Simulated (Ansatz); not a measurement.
Values for one crystal, relaxed and computed with the program Ansatz at the r²SCAN level (PAW); other levels are named.

```yaml
volume_per_atom: 19.74 Å³
electronic_character: metallic (no gap)
mechanical_stability: stable (all eigenvalues of C positive)
Density of states at the Fermi level: 0.40 states/eV per atom (mean over ±0.08 eV)
Poisson's ratio: 0.24
Pressure derivative B′: 4.9
hill_bulk_and_shear_moduli: 87.1 and 54.9 GPa
```

Problem. Which of these materials gives this?
(A) Si, I4/mmm (Si on 4e)
(B) C, Fmmm (C on 8h)
(C) Ge, I4_132 (Ge on 8a)
(D) As, Pm-3m (As on 1b)

Solution. D, As, Pm-3m (As on 1b)

The first step of the workflow began from a Materials Project structure, measured or hypothetical; the Crystallography Open Database copy checked does not list it. It is not the phase usual at ambient conditions (space group No. 166). The r²SCAN relaxation kept the symmetry of its start; its stability against distortions is not shown here. As this level gives no gap, shear constants depend on the k-mesh and smearing (Fermi–Dirac, 0.1 eV here). On the denser mesh and wider smearing of the elastic run this cell carries a stress of 0.4 GPa. Spin–orbit coupling is left out wherever it is not named.

Potentials: the later of the program's two PAW sets.
